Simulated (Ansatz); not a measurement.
Relaxed-ion elastic tensor of P in space group I4_132 (No. 214; P on 8a) in GPa (Voigt order), PBEsol (plane waves, PAW; program Ansatz); density 1.88 g/cm³, 27.34 Å³ per atom.

```
44.1  41.9  41.9   0.0   0.0   0.0
41.9  44.1  41.9   0.0   0.0   0.0
41.9  41.9  44.1   0.0   0.0   0.0
 0.0   0.0   0.0   8.6   0.0   0.0
 0.0   0.0   0.0   0.0   8.6   0.0
 0.0   0.0   0.0   0.0   0.0   8.6
```

**Question.** Is the crystal mechanically stable?

**Answer.** Yes: the smallest eigenvalue of C is 2.2 GPa.

**Question.** Work out the Voigt, Reuss and Hill averages.

**Answer.** K_V = 42.6, K_R = 42.6, K_H = 42.6; G_V = 5.6, G_R = 2.3, G_H = 4.0 GPa.

**Question.** Give Young's modulus, Poisson's ratio, Pugh's ratio and the universal anisotropy index.

**Answer.** E = 9KG/(3K + G) = 11.5 GPa; ν = 0.45; K/G = 10.76 (ductile by the Pugh limit of 1.75); A_U = 5G_V/G_R + K_V/K_R − 6 = 7.09.

**Question.** Estimate the sound speeds and the Debye temperature.

**Answer.** v_l = √((K + 4G/3)/ρ) = 5050 m/s, v_t = √(G/ρ) = 1450 m/s, mean 1650 m/s; Θ = (h/k)(3n/4πV)^(1/3) v_m = 164 K.

**Question.** Give the Zener ratio and Young's modulus along [100], [110] and [111].

**Answer.** A = 2C44/(C11 − C12) = 7.78; 1/E = S11 − 2(S11 − S12 − S44/2)Γ with Γ = 0, 1/4, 1/3 gives 3.3, 9.3, 24.2 GPa.

**Question.** Solve the Christoffel equation for the three sound speeds along [100], [110], [111].

**Answer.** Eigenvalues of C_ijkl n_j n_l equal ρv². In km/s, slowest first: [100] 2.14, 2.14, 4.84; [110] 0.77, 2.14, 5.24; [111] 1.38, 1.38, 5.36.

The start of the workflow was typed in or built on a structure type; neither database checked (COD, Materials Project) lists it. It is not the phase usual at ambient conditions (space group No. 64). Symmetry was held in the PBEsol relaxation. At this level the phase is dynamically unstable (imaginary phonons). The volume moved by 30 % from the start of the relaxation. As this level gives no gap, shear constants depend on the k-mesh and smearing (Fermi–Dirac, 0.1 eV here). On the denser mesh and wider smearing of the elastic run this cell carries a stress of 0.4 GPa.

Potentials: the earlier of the program's two PAW sets. The files were generated under PBE; for other functionals the program regenerates the frozen cores, and for LDA and PBEsol the local potential too.
